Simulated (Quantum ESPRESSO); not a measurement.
# CuRe4Ag2Al: a guest atom moved from site to site

Computed values, not a measurement. The program is pw.x of Quantum ESPRESSO 7.5 (plane-wave density functional theory). The cell is made up: eight metal atoms on a hexagonal close-packed lattice, with elements, volume, strain and displacements drawn at random and not relaxed, so it may be unstable or far from any real phase. PseudoDojo standard norm-conserving files set the functional (PBE unless stated); there is no spin polarisation or spin-orbit coupling, the Fermi-Dirac width of 0.25 eV means electrons at about 2900 K, and the masses in the input are unused placeholders. The copper pseudopotential is less sure than most, with forces differing by about three percent and pressure by about two GPa from a second method on plain copper. Heavy elements are run without spin-orbit coupling, which real alloys of them have. A spin test at this wide smearing found no moment, but such smearing suppresses magnetism that the real alloy may have.

The runs move one Cu atom among sites that otherwise hold Re. Cell, positions, cutoff, mesh and smearing stay as in the input of run 1; sites are counted in its order. Stress in the tables is positive in tension.

Input of run 1:

```
&control calculation='scf', pseudo_dir='./dojo.nc.sr.pbe.v0_5.standard.upf', outdir='./o', disk_io='minimal', tprnfor=.true., tstress=.true. /
&system ibrav=0, nat=8, ntyp=4, nbnd=73, ecutwfc=92.02030273, nosym=.true., tot_charge=0,
 occupations='smearing', smearing='fd', degauss=0.0183746611
/
&electrons conv_thr=1.470e-08, electron_maxstep=70, mixing_beta=0.5 /
ATOMIC_SPECIES
Ag 1.0 Ag.upf
Al 1.0 Al.upf
Cu 1.0 Cu.upf
Re 1.0 Re.upf
CELL_PARAMETERS angstrom
2.7804 0.0234 0.0516
1.2876 -2.3393 -4.4112
1.3687 7.1078 -4.4345
ATOMIC_POSITIONS angstrom
Cu 0.0065 -0.0179 0.0177
Re 1.3051 2.3847 -4.3869
Re 1.3729 -0.7715 -2.1907
Re 2.6353 1.637 -6.6344
Ag 2.7567 4.7686 -4.3915
Al 2.7203 -0.0186 -4.379
Ag 2.731 1.6767 -2.1325
Re 4.0407 3.9803 -6.5525
K_POINTS automatic
9 5 3 1 1 1
```

| run | elements on sites 1 to 8 | free energy less that of run 1 (eV) | -TS (eV) | pressure (GPa) | stress xx (GPa) | stress yy (GPa) | stress zz (GPa) | stress yz (GPa) | stress xz (GPa) | stress xy (GPa) | iterations |
| --- | --- | --- | --- | --- | --- | --- | --- | --- | --- | --- | --- |
| 1 | Cu Re Re Re Ag Al Ag Re | 0.000 | -1.306 | 9.75 | -7.26 | -10.43 | -11.55 | -0.59 | 3.13 | 1.78 | 19 |
| 2 | Re Cu Re Re Ag Al Ag Re | -0.279 | -1.264 | 10.05 | -7.01 | -12.58 | -10.56 | -1.06 | 2.56 | 1.95 | 20 |
| 3 | Re Re Cu Re Ag Al Ag Re | 0.105 | -1.327 | 9.91 | -7.22 | -10.60 | -11.90 | 0.86 | 2.55 | 2.39 | 21 |
| 4 | Re Re Re Cu Ag Al Ag Re | -0.223 | -1.303 | 8.59 | -4.15 | -10.48 | -11.13 | -2.98 | 2.77 | 2.10 | 20 |
| 5 | Re Re Re Re Ag Al Ag Cu | 0.535 | -1.418 | 8.76 | -4.79 | -13.33 | -8.17 | 5.74 | 1.36 | 0.99 | 19 |

Forces Fx Fy Fz (eV/Å):

| site | run 1 | run 2 | run 3 | run 4 | run 5 |
| --- | --- | --- | --- | --- | --- |
| 1 | -0.05 0.18 -0.09 | -0.17 0.30 0.63 | -0.05 0.80 1.06 | -0.19 0.10 0.46 | -0.16 0.54 0.58 |
| 2 | 0.14 -0.50 -1.67 | 0.01 -0.29 -0.41 | 0.19 -0.59 -1.62 | 0.24 -0.76 -2.13 | 0.26 -0.94 -1.29 |
| 3 | -0.17 -0.69 -0.80 | -0.13 -0.36 0.11 | -0.11 0.07 -0.05 | -0.07 -0.48 0.18 | -0.08 -0.21 -0.51 |
| 4 | 0.30 1.44 1.25 | 0.06 1.51 1.89 | 0.17 1.79 1.25 | 0.15 0.09 0.59 | 0.05 1.36 1.43 |
| 5 | -0.45 0.83 0.12 | -0.23 -0.87 0.25 | -0.38 0.29 -0.13 | -0.41 -0.30 0.90 | -0.11 -0.06 -0.44 |
| 6 | -0.06 0.08 0.56 | -0.10 0.66 0.09 | -0.18 0.05 0.60 | -0.09 0.64 0.21 | -0.10 0.38 0.35 |
| 7 | -0.02 -1.37 0.85 | 0.13 -0.67 -0.79 | -0.04 -1.92 0.25 | -0.04 0.37 0.35 | 0.01 -1.13 0.26 |
| 8 | 0.30 0.03 -0.22 | 0.43 -0.28 -1.76 | 0.40 -0.49 -1.37 | 0.42 0.34 -0.55 | 0.13 0.07 -0.37 |

The sites are displaced and not relaxed, so the energy differences mix bonding between neighbours with strain and are not ordering energies. A rerun of one cell of this series at a higher cutoff and on a denser mesh moved values by no more than 0.008 eV in energy, 0.13 GPa in stress and 0.016 eV/Å in force, and a second program with other atomic files agreed on that cell to 2 % rms in force and 0.5 GPa in pressure.